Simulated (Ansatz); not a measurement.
TiO2:
Space group Pbca (No. 61); a = 5.1696 Å, b = 9.2590 Å, c = 5.5048 Å, α = β = γ = 90.00°

```
atom  site  symmetry       x       y       z
----  ----  --------  ------  ------  ------
Ti      8c         1  0.1377  0.3710  0.4085
O       8c         1  0.4640  0.2702  0.3917
O       8c         1  0.3170  0.4898  0.1483
```

This is the PBE-relaxed structure.

Question: All from plane-wave PAW PBE (Ansatz code), unless another level is named. Give the band gap.

Answer: 2.40 eV (smallest direct gap 2.40 eV).

Question: Next, the electron effective mass?

Answer: 0.72, 4.8, 4.8 mₑ (principal values).

Question: Predict the hole effective mass.

Answer: 1.4, 1.4, 1.7 mₑ (principal values).

Question: Next, the valence-band maximum?

Answer: at Γ.

The cell was relaxed with PBE under the symmetry of its start. No spin polarisation was allowed.

Potentials: the earlier of the program's two PAW sets.
